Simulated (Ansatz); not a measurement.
Ansatz run, YbSe

The input, for Ansatz 0.2.0 (plane waves, PAW):

```yaml
crystal:
  lattice:
    - [-2.993827, 5.934722, 3.005084]
    - [2.94327, -2.950182, 5.925254]
    - [3.024347, 2.992349, -0.019455]
  atoms:
    - { symbol: Yb, position: [0.250057, 0.392249, 0.912256] }
    - { symbol: Yb, position: [0.255731, 0.911484, 0.341045] }
    - { symbol: Yb, position: [0.775223, 0.12916, 0.620466] }
    - { symbol: Yb, position: [0.788207, 0.607517, 0.101113] }
    - { symbol: Se, position: [0.032045, 0.965117, 0.968783] }
    - { symbol: Se, position: [0.988077, 0.482106, 0.506319] }
    - { symbol: Se, position: [0.462352, 0.764676, 0.770053] }
    - { symbol: Se, position: [0.509142, 0.287613, 0.184729] }
kpoints:
  mp_grid: { grid: [3, 3, 5], shift: [0.5, 0.0, 0.0] }
magnetization:
  spin_polarized: true
scf:
  occupations: { method: fermi_dirac, width: 0.0383 }
  lower_state_search: "off"
  max_iter: 200
hamiltonian:
  pseudopotentials: { kind: paw }
  xc: r2scan
  hubbard:
    projectors: all-electron-ortho-atomic
    sites: [{ species: Yb, l: f, u_eff: 4.15 }]
basis:
  ecutwfc: 500
  fft_grid_basis: typed
output:
  forces: true
  stress: true
  eigenvalues: true
  bader: true
  populations: true
  elf: true
  write_potential: true
  volumetric_format: npy
  dos:
    e_range: [-12, 8]
    de: 0.05
    projected: { site_lists: { Se: [Se], Yb: [Yb] } }
checkpoint:
  read: saved_state
```

The run starts from an earlier solution of this cell. The state carries no moments; the state need not be the lowest.

Excerpt of what it printed:

```
SCF iter   1: F=-77151.5962 eV  Δρ=1.15e-3  dr2=8.47e-3  dr2_τ=2.34e-4  dr2_m=3.07e-13  M=0.000 μB ∫|m|=0.000 μB
SCF iter   2: F=-77151.6088 eV  Δρ=3.22e-4  dr2=7.91e-4  dr2_τ=3.14e-5  dr2_m=1.08e-13  M=0.000 μB ∫|m|=0.000 μB
SCF iter   3: F=-77151.6099 eV  Δρ=2.67e-4  dr2=5.35e-4  dr2_τ=4.05e-6  dr2_m=7.53e-14  M=0.000 μB ∫|m|=0.000 μB
SCF iter   4: F=-77151.6097 eV  Δρ=1.55e-4  dr2=1.82e-4  dr2_τ=1.07e-6  dr2_m=6.26e-14  M=-0.000 μB ∫|m|=0.000 μB
SCF iter   5: F=-77151.6100 eV  Δρ=5.72e-5  dr2=2.50e-5  dr2_τ=1.81e-7  dr2_m=4.82e-14  M=-0.000 μB ∫|m|=0.000 μB
SCF iter   6: F=-77151.6103 eV  Δρ=2.95e-5  dr2=5.83e-6  dr2_τ=4.18e-8  dr2_m=2.54e-14  M=-0.000 μB ∫|m|=0.000 μB
SCF iter   7: F=-77151.6103 eV  Δρ=2.28e-5  dr2=3.76e-6  dr2_τ=1.92e-8  dr2_m=1.42e-14  M=0.000 μB ∫|m|=0.000 μB
SCF iter   8: F=-77151.6103 eV  Δρ=7.14e-6  dr2=4.91e-7  dr2_τ=5.53e-9  dr2_m=7.44e-15  M=0.000 μB ∫|m|=0.000 μB
SCF iter   9: F=-77151.6103 eV  Δρ=2.34e-6  dr2=6.17e-8  dr2_τ=2.33e-10  dr2_m=2.22e-15  M=0.000 μB ∫|m|=0.000 μB
Magnetization: 0.0000 μB (80.0000 up, 80.0000 down)
Absolute magnetization: 0.0000 μB (∫|ρ↑−ρ↓|, with the PAW one-centre terms)
Spin contamination: 0.0000 ħ² per cell (⟨S²⟩ above its minimum at these occupations)
Per-site moments (μB) at R_I (Å): [(4.655e-10, 1.1049), (1.103e-9, 1.0889), (2.861e-10, 1.1287), (-3.391e-10, 1.1461), (-2.099e-9, 1.0889), (-3.459e-9, 1.1287), (3.164e-10, 1.1501), (2.298e-9, 1.1049)]
Free energy (F): -77151.6103 eV
Harris-Foulkes:  -77151.6103 eV  (|F-HF|=1.17e-8)
Internal energy: -77151.6103 eV  (E = F + TS)
E sigma→0 (E₀):  -77151.6103 eV
Entropy (-TS):    0.0000 eV (-0.000 meV/atom)
Fermi energy:    11.4363 eV
--- Per-component energies (eV) ---
  E_band       = -1373.3777
  E_kinetic    = 1898.6893
  E_local      = -33996.3871  (includes V_loc(G=0)·N_el)
  E_nonlocal   = -151.9731
  E_hartree    = 15498.0262
  E_xc         = -1038.7760
  E_vxc        = -1341.6672  (∫ρ·V_xc dr)
  E_hubbard    = 0.4226  (on-site DFT+U / exact-exchange correction)
  E_vhub       = -114.9302  (the Hubbard potential's part of the band-sum identity)
  E_paw        = -37183.2551  (= ΣΔE_a)
  E_vpaw       = 1260.3728  (= ΣTr[D̂ρ^β])
  E_aug_tail   = -0.0008  (compensation charges beyond the density's cutoff)
  E_vtau       = 76.4728  (kinetic-family band-sum trace: ∫τ·v_τ [+ j·A + Jᵃ·Aᵃ] dr)
  E_ewald      = -22174.6940
  E_core_change = -3.6623  (= ΣΔE_core)
  E_smearing   =  0.0000  (= −TS)
--- Forces (eV/Å), atoms counted from 1 ---
  atom   1  Yb    -0.6854    -0.8466     0.0760
  atom   2  Yb    -0.3403     1.5756     0.1196
  atom   3  Yb     0.0333    -0.2632    -1.2750
  atom   4  Yb     1.0495    -1.0631     0.1802
  atom   5  Se     1.4016    -2.0127     0.4564
  atom   6  Se    -0.3682     0.4611     0.7527
  atom   7  Se    -1.2089     0.7091     0.5921
  atom   8  Se     0.1182     1.4398    -0.9021
--- Stress (GPa, compression-positive) ---
        1.0751      -0.2919       0.2286
       -0.2919       3.1697       0.3670
        0.2286       0.3670       0.7359
  P = ⅓ Tr σ = 1.6603 GPa (16.603 kbar)
--- Löwdin populations: 8 sites ---
  site symbol       q [e]    m [muB]
     0     Yb     23.7559     0.0000
     1     Yb     23.8477     0.0000
     2     Yb     23.6567     0.0000
     3     Yb     23.7543     0.0000
     4     Se     16.1848     0.0000
     5     Se     16.1683     0.0000
     6     Se     16.2739     0.0000
     7     Se     16.2130     0.0000
  spilling = 0.0009 (of n_electrons = 160.0000)
--- Bader charges: 8 sites ---
  site symbol  charge [e]  shift [e]    m [muB]
     0     Yb      1.4399     0.0000     0.0000
     1     Yb      1.4317     0.0000     0.0000
     2     Yb      1.4553     0.0000     0.0000
     3     Yb      1.4436     0.0001     0.0000
     4     Se     -1.4536     0.0000     0.0000
     5     Se     -1.4390     0.0001     0.0000
     6     Se     -1.4369     0.0000     0.0000
     7     Se     -1.4410     0.0000     0.0000
```

Origin: a strained cell with displaced atoms, so it need not be a known compound. Caveats: atoms or cell far from equilibrium.
